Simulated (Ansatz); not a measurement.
Re:
```
Re
1.0
   -1.53506     1.53506     1.53506
    1.53506    -1.53506     1.53506
    1.53506     1.53506    -1.53506
Re
1
Direct
  0.00000   0.00000   0.00000
```

Relaxed with LDA. Special points in fractions of this cell's reciprocal vectors: Γ (0.000, 0.000, 0.000); H (0.500, -0.500, 0.500); N (0.000, 0.000, 0.500); P (0.250, 0.250, 0.250).

**Question.** List the band energies nearest the Fermi level at these points for the program Ansatz at the LDA level (PAW).

**Answer.** In eV from the Fermi level; about four levels below and three above (degenerate sets whole), none deeper than 8.9 eV; … stands for higher levels left out; points with the same levels are listed once.

| k | below | above |
|---|---|---|
| Γ | -2.73 -2.73 -2.73 | 0.79 0.79 … |
| H | -7.29 -7.29 | 3.75 3.75 3.75 |
| N | -7.63 -5.05 | 0.15 0.70 1.61 |
| P | -4.23 -4.23 -4.23 | 1.77 1.77 6.20 |

Space group Im-3m (bcc (W type)). The first step of the workflow began from a Materials Project structure, measured or hypothetical; the Crystallography Open Database copy checked does not list it. It is not the phase usual at ambient conditions (space group No. 194). Symmetry was held in the LDA relaxation. At this level the phase is mechanically unstable. No spin polarisation was allowed. Spin–orbit coupling is left out wherever it is not named.

Potentials: the later of the program's two PAW sets.
